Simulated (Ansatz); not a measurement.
NiSi (MnP type, space group Pnma)

```
NiSi
1.0
    5.12299     0.00000     0.00000
    0.00000     3.34183     0.00000
    0.00000     0.00000     5.56815
Ni Si
4 4
Direct
  0.50763   0.25000   0.68873
  0.00763   0.25000   0.81127
  0.49237   0.75000   0.31127
  0.99237   0.75000   0.18873
  0.67882   0.25000   0.08326
  0.17882   0.25000   0.41674
  0.32118   0.75000   0.91674
  0.82118   0.75000   0.58326
```

This relaxed cell (volume V₀) is scaled evenly in all directions, its shape held. The atoms relax within the cell's symmetry.

The numbers are results of r2SCAN (plane waves to 500 eV, PAW, scalar-relativistic; Ansatz, an electronic-structure program), not measurements. k mesh 9×14×9 (Γ-centred), Fermi-Dirac smearing 0.05 eV. E stands for the smeared free energy. Stress and pressure are positive under compression. With the shape held, the modulus is that of even scaling; a crystal free to change shape is softer. NiSi is run without spin polarisation. NiSi was relaxed with its symmetry unable to fall. The PAW data are Ansatz's earlier set. The zero of ΔE is the relaxed starting cell. The last digit holds for this mesh only.

```
V (Å³/atom)  ΔE (meV/atom)
-----------  -------------
10.009               239.7
10.327               157.1
10.645            withheld
10.963                50.6
11.280                21.3
11.598                 5.1
11.916                 0.0
12.234                 4.6
12.551                17.4
12.869                37.3
13.187                63.3
13.505                94.4
13.822               130.0
```

Q: Fit a third-order Birch-Murnaghan form (E₀, V₀, B₀, B₀′ free) to the given rows and predict ΔE at V = 10.645.

A: Least squares on the 12 given rows: ΔE = E₀ + (9V₀B₀/16)·y²·[2 + (B₀′ − 4)y], y = (V₀/V)^(2/3) − 1, with V₀ = 11.917 Å³/atom, B₀ = 180.9 GPa (160.2 GPa = 1 eV/Å³; the term in eV is multiplied by 1000), B₀′ = 4.67, E₀ = 0.08 meV/atom; root-mean-square residual 0.09 meV/atom. At 10.645 the fit gives 95.0 meV/atom; the calculation gives 95.1 meV/atom, so the interpolation is off by -0.1 (-0.1 %). For the pressure the fit gives 26.6 GPa against the computed 26.6 GPa.

(A scan under strain: stresses follow from slopes of the energy per volume, elastic moduli from its curvatures.)
